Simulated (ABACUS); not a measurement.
A self-consistent single point of Ag (R-3m, 18 atoms in the cell; from Materials Project mp-989737) with ABACUS.

All values come from this method and carry its errors: LDA (PW92), numerical atomic orbitals DZP (confined pseudo-atomic orbitals; energy shift 0.01 Ry), PseudoDojo 0.4 standard norm-conserving LDA (tails mended) pseudopotentials (ABACUS).

```
CELL_PARAMETERS angstrom
      2.94609     0.00000     0.00000
      0.00000     5.10278     0.00000
      0.00000     0.00000    21.61395
ATOMIC_POSITIONS crystal
  Ag 0.00000 0.00000 0.00000
  Ag 0.00000 0.00000 0.77772
  Ag 0.00000 0.33333 0.88895
  Ag 0.50000 0.16667 0.33333
  Ag 0.50000 0.16667 0.11105
  Ag 0.00000 0.00000 0.22228
  Ag 0.00000 0.33333 0.66667
  Ag 0.00000 0.33333 0.44438
  Ag 0.50000 0.16667 0.55562
  Ag 0.50000 0.50000 0.00000
  Ag 0.50000 0.50000 0.77772
  Ag 0.50000 0.83333 0.88895
  Ag 0.00000 0.66667 0.33333
  Ag 0.00000 0.66667 0.11105
  Ag 0.50000 0.50000 0.22228
  Ag 0.50000 0.83333 0.66667
  Ag 0.50000 0.83333 0.44438
  Ag 0.00000 0.66667 0.55562
```

Reference input (self-consistent single point, DFT, LDA (PW92), numerical atomic orbitals DZP (confined pseudo-atomic orbitals; energy shift 0.01 Ry), PseudoDojo 0.4 standard norm-conserving LDA (tails mended) pseudopotentials): basis = DZP numerical atomic orbitals, energy shift 0.01 Ry; KPT = Gamma 6 3 1 0 0 0; basis_type = lcao; dft_functional = PWLDA; ecutwfc = 100 Ry; smearing_method = fd; smearing_sigma = 0.00367493 Ry; potentials = PseudoDojo 0.4 standard norm-conserving LDA (tails mended); symmetry = 1; symmetry_prec = 1e-05; ks_solver = genelpa; scf_nmax = 100. This run's input differs from it in these lines:

```diff
@@ -63,3 +63,3 @@
 Gamma
-6 3 1 0 0 0
+11 6 2 0 0 0
```

Log, with long lists cut:

```
 SELF-CONSISTENT
 -------------------------------------------

                  longest orb rcut (Bohr) = 6.8
   longest nonlocal projector rcut (Bohr) = 1.66
                     search radius (Bohr) = 16.9

                          real space grid = [ 36, 64, 270 ]
                                 init_chg = atomic

 LCAO ALGORITHM --------------- ION=   1  ELEC=   1--------------------------------

 Density error is 0.0383630717804
 E_KohnSham     -5577.3978268560     -75884.3904580590
 E_Fermi        1.1966797408         16.2816631562

 LCAO ALGORITHM --------------- ION=   1  ELEC=   2--------------------------------

   [... lines left out ...]

   [... 5 blocks of this kind left out ...]

 LCAO ALGORITHM --------------- ION=   1  ELEC=   8--------------------------------

 Density error is 5.84048178903e-07
 E_KohnSham     -5577.8882235432     -75891.0626472847
 E_Fermi        1.1658924177         15.8627801362

 LCAO ALGORITHM --------------- ION=   1  ELEC=   9--------------------------------

 Density error is 3.26118014311e-08
 E_KohnSham     -5577.8882235435     -75891.0626472896
 E_KS(sigma->0) -5577.8871833446     -75891.0484946574
 E_entropy(-TS) -0.0020803978        -0.0283052643
 E_Fermi        1.1658923157         15.8627787479
 charge density convergence is achieved
 final etot is -75891.062647 eV
 EFERMI = 15.862778748 eV

 STATE ENERGY(eV) AND OCCUPATIONS    NSPIN == 1
   [... 203 lines left out ...]

 TOTAL-FORCE (eV/Angstrom)
                       Ag1         0.0000000000         0.0000000000         0.0000000000
                       Ag2         0.0000000000         0.0024770202         0.0100408618
                       Ag3         0.0000000000        -0.0034042367        -0.0125894047
                       Ag4         0.0000000000         0.0006045394         0.0067977644
                       Ag5         0.0000000000         0.0034098583         0.0125895495
                       Ag6         0.0000000000        -0.0024770202        -0.0100408618
                       Ag7         0.0000000000        -0.0005986394        -0.0067984799
   [... lines left out ...]

 TOTAL-STRESS (KBAR)
      -137.1607833985         0.0000000000         0.0000000000
         0.0000000000      -128.9757918269         0.4513246901
         0.0000000000         0.4513246901      -132.3061013268
 TOTAL-PRESSURE: -132.814226 KBAR

 --------------------------------------------
 !FINAL_ETOT_IS -75891.0626472895673942 eV
 --------------------------------------------
```

The run converged in 9 iterations. Against the reference run the free energy goes down by 17.7 meV/atom and the pressure goes from -12.95 to -13.28 GPa.

The atom-centred basis is finite, which shifts total energies and pressures against plane waves. This run is one point of a test of settings, so its values need not be converged; read them against the reference run alone. The structure comes from a collection of computed structures, made at another level of theory; the collection holds predicted forms beside known ones.

Cost on one core: roughly 120 core-seconds.

The atomic orbitals were generated for these runs; they are not ABACUS's published sets and were checked against plane waves on a few crystals only.

“Tails mended”: in these copies of the files the far tail of each local potential was reset to the Coulomb form.
